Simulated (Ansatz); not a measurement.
Starting cell, Nb (bcc, W type):

```yaml
crystal:
  lattice:
    - [-3.30957, 3.30957, 3.30957]
    - [1.65478, -1.65478, 1.65478]
    - [1.65478, 1.65478, -1.65478]
  atoms:
    - { symbol: Nb, position: [0.00000, 0.00000, 0.00000] }
    - { symbol: Nb, position: [0.50000, 0.00000, 0.00000] }
```

In this cell atom 2 (Nb, nearest neighbour Nb at 2.866 Å; its periodic images, 2.9 Å or more away, move with it) is moved by s along Cartesian [110], unit vector (0.707, 0.707, 0.000); all other atoms and the cell stay fixed.

Method: PBE (plane waves to 420 eV, PAW, scalar-relativistic; Ansatz, an electronic-structure program). k mesh 8×16×16 (Γ-centred), Fermi-Dirac smearing 0.05 eV. The energy includes the smearing's −TS. Left out: 2 of 11 points, with atoms too close for the PAW data. With partly filled bands, energies and forces of such displacements shift with the k mesh and the smearing. On this mesh the relaxed cell isn't quite at rest: it carries a pressure of -0.1 GPa (compression positive) at the zero of the scan. Nb is run without spin polarisation. Nb was relaxed with its symmetry unable to fall. The PAW data are Ansatz's earlier set. The zero of ΔE is the undisplaced structure. The last digit holds for this mesh only.

| s (Å) | ΔE (meV/cell) |
|---|---|
| -0.456 | withheld |
| -0.342 | 260.1 |
| -0.228 | 118.1 |
| -0.114 | 30.3 |
| 0.000 | 0.0 |
| 0.114 | 30.3 |
| 0.228 | 118.1 |
| 0.342 | 260.1 |
| 0.456 | withheld |

Q: Fit an even polynomial form (powers 2, 4, 6) to the given rows and predict ΔE at s = 0.456.

A: Least squares on the 7 given rows: ΔE = (2356)·s² + (-2023)·s⁴ + (7593)·s⁶, in meV/cell with s in Å; root-mean-square residual 0.03 meV/cell. At 0.456 the fit gives 470.7 meV/cell; the calculation gives 457.7 meV/cell, so the extrapolation is off by 13.0 (+2.8 %). The quadratic term alone would give 489.9 meV/cell.

(For displaced atoms, the force is minus the slope of the energy, and its curvature is a force constant, which sets phonon frequencies.)
